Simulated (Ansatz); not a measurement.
Given:

BiClO:
```
BiClO
1.0
    3.85091     0.00000     0.00000
    0.00000     3.85091     0.00000
    0.00000     0.00000     7.16764
Bi Cl O
2 2 2
Direct
  0.00000   0.50000   0.82530
  0.50000   0.00000   0.17470
  0.50000   0.00000   0.64484
  0.00000   0.50000   0.35516
  0.00000   0.00000   0.00000
  0.50000   0.50000   0.00000
```

This is the LDA-relaxed structure.

**Question.** All from the program Ansatz at the LDA level (PAW), unless another level is named. Predict the electron effective mass.

**Answer.** 0.30, 0.30, 0.49 mₑ (principal values).

**Question.** What about the weight of the conduction-edge state by species (Voronoi cells)?

**Answer.** Bi 52 %, O 28 %, Cl 21 %.

**Question.** What about the conduction-band minimum?

**Answer.** at Z.

Space group P4/nmm. The workflow started from a Materials Project entry (that database holds measured and hypothetical structures alike); the Crystallography Open Database files this formula in space group No. 129, but the cells were not matched. Whether it is the stable phase at ambient conditions was not checked. The LDA relaxation kept the symmetry of its start; phonons on a q-mesh show no instability. A crystal of weakly bound layers computed without a dispersion correction: the cell and the soft elastic constants depend strongly on that. Scalar-relativistic: spin–orbit coupling is off unless named, which matters more the heavier the elements.

Potentials: the later of the program's two PAW sets.

Edges and masses are those of Kohn–Sham bands, whose gap is no quasiparticle gap.
